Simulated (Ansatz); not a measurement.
Cr:
```
Cr
1.0
    2.86579     0.00000     0.00000
    0.00000     2.86579     0.00000
    0.00000     0.00000     2.86579
Cr
2
Direct
  0.00000   0.00000   0.00000
  0.50000   0.50000   0.50000
```
Starting moments (μB, in the order of the atoms Cr Cr): 1.1 -1.1.

Relaxed with DFT-PBE in the program Ansatz with PAW potentials. Indices refer to the conventional cell of Im-3m, a = b = c = 2.8658 Å, α = β = γ = 90.00°.

Simulate the powder diffraction pattern (Cu Kα, λ = 1.54184 Å; lines above 1 %) up to 2θ = 90°.

Simulated powder pattern, Cu Kα, λ = 1.54184 Å (kinematic, ideal powder, no thermal factors, no anomalous dispersion; the 30 strongest lines at most, above 1 %, up to 2θ = 90°):

| 2θ (°) | d (Å) | I/Imax (%) | hkl |
|---|---|---|---|
| 44.72 | 2.026 | 100 | (110) |
| 65.10 | 1.433 | 14 | (200) |
| 82.44 | 1.170 | 27 | (211) |

Symmetry was held in the PBE relaxation, as lowered by the spin order. Spin order of the final state: antiferromagnetic, chosen from 3 collinear starts compared on coarse meshes (ties went to the first, and starts can fall back to one state), not a proven ground state. Textbook magnetic order: a spin-density-wave antiferromagnet. Point labels and valley counts follow the cell and symmetry of the run, lower than the named group.

Potentials: the earlier of the program's two PAW sets.
